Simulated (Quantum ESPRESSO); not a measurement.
# Computed records: HfTaTiO5F3 (made-up cell, one site empty)

All values are calculated (Quantum ESPRESSO 7.5). Calculation on a made-up crystal cell, not a measurement: periodic Kohn-Sham density functional theory in plane waves with PseudoDojo standard norm-conserving scalar-relativistic pseudopotentials, each functional with its own files (v0.5 for PBE, v0.4.1 for LDA and PBEsol), no spin polarisation, no spin-orbit coupling, atoms not relaxed, stress positive in tension, energies less a fixed whole-eV offset for each atom's element; levels are Kohn-Sham levels at fractions of this cell's reciprocal vectors, counted from the reference band (half the neutral cell's valence electrons, rounded up) at Gamma; error bars cover cutoff and k-mesh only, not smearing or the files; each bar is the largest change over components, and at least 0.002 eV, 0.002 eV per angstrom or 0.02 GPa; added strain carries the atoms with the cell, and shear is the tensor component; no dispersion term; energies are for the whole cell, and the offsets were chosen from early runs and are not element reference energies.

```json
{"formula": "HfTaTiO5F3", "kind": "made-up cell, one site empty", "unstrained_structure": {"cell_angstrom": [[5.0515, 0.0804, -0.0203], [0.0804, 4.9314, -0.0295], [-0.0203, -0.0295, 5.0262]], "atoms_fractional": [["Hf", 0.0007, -0.03277, -0.00417], ["Ta", -0.0003, 0.47978, 0.50421], ["Ti", 0.50553, 0.51508, 0.0245], ["F", 0.26962, 0.23731, 0.25981], ["O", 0.24802, 0.25914, 0.72362], ["O", 0.22833, 0.75112, 0.26483], ["F", 0.27169, 0.72072, 0.74296], ["O", 0.7679, 0.27217, 0.26838], ["O", 0.7332, 0.20557, 0.76218], ["O", 0.74937, 0.75185, 0.26117], ["F", 0.73615, 0.73146, 0.72644]]}, "given": {"lattice_type": "fluorite", "empty_site": 3, "functional": "pbe", "cutoff [eV]": 1143, "fermi_dirac_smearing [eV]": 0.025, "scf_tolerance [eV]": 1e-07, "electrons_removed": 0, "added_strain_kind": "zz", "added_strain": -0.0119, "k_mesh": "4 x 5 x 5, shifted by half a step", "structure_shown": "before the added strain of -0.0119", "atom_site": [1, 2, 4, 5, 6, 7, 8, 9, 10, 11, 12], "atom_energy_offset [eV]": [-1535, -1770, -1614, -677, -452, -452, -677, -452, -452, -452, -677]}, "results": {"stress_xx [GPa]": null}, "notes": ["the hafnium pseudopotential is less sure than the others, with forces about 3 percent (worst 6) and pressure in oxides about 1.5 GPa (worst 2.7) from a second method in checks, which the error bars do not cover"]}
```

Q: What stress xx does the calculation give for HfTaTiO5F3 (made-up cell, one site empty)?
A: 10.7 GPa

Further results for HfTaTiO5F3 (made-up cell, one site empty):

* free energy less offsets: 14.56 eV
* scf iterations: 19
* smearing term minus ts: 0 eV
* pressure: -5.77 GPa
* stress yy: 0.3088 GPa
* stress zz: 6.299 GPa
* stress yz: -4.371 GPa
* stress xz: -0.278 GPa
* stress xy: -0.3058 GPa
* reference band: 44
* error bar energy: 0.002448 eV
* error bar stress: 0.03666 GPa
* error bar force: 0.005784 eV/Å
* error bar next band up: 0.002 eV
* error bars from: tighter rerun of this cell

Forces:
```tsv
site	x (eV/Å)	y (eV/Å)	z (eV/Å)
1	-1.701	3.273	0.7425
2	-1.036	-3.33	-1.584
4	2.382	-1.807	2.027
5	-0.06416	0.7075	-1.667
6	-2.225	0.5449	1.487
7	0.438	-2.845	-0.9039
8	-0.7426	1.746	1.128
9	1.456	0.438	-0.6106
10	1.06	2.586	1.408
11	-0.8109	-0.3694	-3.198
12	1.246	-0.943	1.17
```

Levels:
```tsv
level k point	next band up (eV)
Gamma	0.6252
(1/2,1/2,1/2)	0.6685
(0.15,0,0)	0.6552
(0,0.15,0)	0.647
(0,0,0.15)	0.674
```
